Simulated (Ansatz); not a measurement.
Values for one crystal, relaxed and computed with plane-wave PAW LDA (Ansatz code); other levels are named.

- Volume per atom: 40.02 Å³
- Band gap: 0.11 eV (direct)
- Pressure derivative B′: 11.6
- HSE06 gap on the LDA cell: 1.10 eV
- Electron effective mass: 0.054 mₑ (isotropic)
- Conduction-band minimum: at Γ
- Gap with spin–orbit coupling: none (metallic)

Problem. Which compound is it?
A. SnF4, I4/mmm (Sn on 2a, F on 4e, F on 4c)
B. SnI4, P-43m (Sn on 1a, I on 4e)
C. SbSI, Pnma (Sb on 4c, S on 4c, I on 4c)
D. ZnSnN2, Pna2_1 (Zn on 4a, Sn on 4a, N on 4a, N on 4a)

Solution. B, SnI4, P-43m (Sn on 1a, I on 4e)

The workflow started from a Materials Project entry (that database holds measured and hypothetical structures alike); the Crystallography Open Database files this formula in space group No. 215, but the cells were not matched. Whether it is the stable phase at ambient conditions was not checked. The cell was relaxed with LDA under the symmetry of its start; whether a distortion lowers the energy is not shown. A crystal of weakly bound molecules computed without a dispersion correction: the cell and the soft elastic constants depend strongly on that. Spin–orbit coupling is left out wherever it is not named.

Potentials: the later of the program's two PAW sets.
